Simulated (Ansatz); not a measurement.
Method: DFT PBE, scalar-relativistic, plane waves, PAW in Ansatz. Settings of the last relaxation (5-atom cell): 420 eV, 12×12×12 k points, Gaussian smearing of 0.10 eV, no spin polarisation.

Formation energies are uncorrected and refer to the elements' standard structures at the same level.

Task: Find a candidate trigonal metal made of Al and Sc, with a formation energy near −0.17 eV/atom and about 22 Å³ per atom, in a cell of 5 atoms.

Result: Sc4Al, space group R-3m (No. 166). Around Sc on its first site lie 1 Al at 2.90 Å, 3 Sc at 2.91 Å, 7 Sc at 3.18–3.45 Å and 3 Al at 3.71 Å; Sc on its second site is surrounded by 3 Al at 3.02 Å and 11 Sc at 3.18–3.46 Å; Al has 8 Sc at 2.90–3.02 Å and 6 Sc at 3.71 Å.

```cif
data_structure
_symmetry_space_group_name_H-M 'R-3m:H'
_symmetry_Int_Tables_number 166
_cell_length_a 4.9473
_cell_length_b 4.9473
_cell_length_c 15.8213
_cell_angle_alpha 90.000
_cell_angle_beta 90.000
_cell_angle_gamma 120.000
_cell_volume 335.36
loop_
_atom_site_label
_atom_site_type_symbol
_atom_site_symmetry_multiplicity
_atom_site_Wyckoff_symbol
_atom_site_fract_x
_atom_site_fract_y
_atom_site_fract_z
_atom_site_occupancy
Sc1 Sc 6 c 0.00000 0.00000 0.68356 1
Sc2 Sc 6 c 0.33333 0.66667 0.77152 1
Al1 Al 3 b 0.66667 0.33333 0.83333 1
```

The volume per atom is 22.36 Å³. The density is 3.07 g/cm³. The energy over the elements is −0.17 eV/atom and the gap on the 12×12×12 mesh of the 5-atom cell is 0 eV (a metal).

The cell was found from a structure generator's guess, not taken from experiment. The answer needn't be unique; the calculation gave this one.

A later test with randomly moved atoms came back to the same energy, though modes that don't fit the test's cell weren't probed.
